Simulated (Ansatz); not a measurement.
AlN:
```cif
data_Al4N4
_chemical_formula_sum 'Al4 N4'
_space_group_name_H-M_alt 'F-43m'
_space_group_IT_number 216
_space_group_name_Hall 'F -4 2 3'
_cell_length_a 4.37752
_cell_length_b 4.37752
_cell_length_c 4.37752
_cell_angle_alpha 90.000
_cell_angle_beta 90.000
_cell_angle_gamma 90.000
loop_
_atom_site_label
_atom_site_type_symbol
_atom_site_symmetry_multiplicity
_atom_site_Wyckoff_symbol
_atom_site_fract_x
_atom_site_fract_y
_atom_site_fract_z
_atom_site_occupancy
Al1 Al 4 a 0.00000 0.00000 0.00000 1
N1 N 4 d 0.75000 0.75000 0.75000 1
```
(The calculation used a cell of 2 atoms; values per cell refer to that cell.)

Relaxed with PBEsol. Independent-particle spectrum: no excitons, no local fields, no scissors shift; 0.1 eV broadening; ε₁ of the summed bands alone.

Task: Tabulate the dielectric function from PBEsol in the plane-wave PAW code Ansatz.

Result: 

| E (eV) | ε₁ xx | ε₂ xx |
|---|---|---|
| 0.0 | 4.77 | 0.00 |
| 0.4 | 4.78 | 0.00 |
| 0.8 | 4.81 | 0.00 |
| 1.2 | 4.86 | 0.00 |
| 1.6 | 4.93 | 0.00 |
| 2.0 | 5.03 | 0.00 |
| 2.4 | 5.17 | 0.00 |
| 2.8 | 5.35 | 0.00 |
| 3.2 | 5.59 | 0.00 |
| 3.6 | 5.93 | 0.00 |
| 4.0 | 6.57 | 0.04 |
| 4.4 | 7.05 | 0.64 |
| 4.8 | 7.63 | 0.92 |
| 5.2 | 8.40 | 2.45 |
| 5.6 | 8.09 | 3.56 |
| 6.0 | 7.83 | 4.51 |
| 6.4 | 7.55 | 5.59 |
| 6.8 | 6.98 | 7.47 |
| 7.2 | 4.62 | 7.81 |
| 7.6 | 3.59 | 8.21 |
| 8.0 | -0.43 | 8.32 |
| 8.4 | -0.71 | 4.13 |
| 8.8 | 1.91 | 2.60 |
| 9.2 | 3.25 | 4.60 |
| 9.6 | 2.46 | 5.14 |
| 10.0 | 1.45 | 4.38 |
| 10.4 | 2.61 | 4.63 |
| 10.8 | 2.55 | 5.59 |
| 11.2 | 0.12 | 6.77 |
| 11.6 | 0.55 | 5.28 |
| 12.0 | -0.01 | 6.16 |

Task: From ε at 5.5 eV (xx: 8.16 + 3.31i), find n, k, the normal reflectivity and the absorption coefficient.

Result: n = 2.91, k = 0.568, R = 25 %, α = 2kE/ħc = 320000 cm⁻¹.

With all bands, ε∞ without local fields is 4.84. DFPT, with local fields, gives 4.65.

The PBEsol relaxation kept the symmetry of its start.

Potentials: the later of the program's two PAW sets.
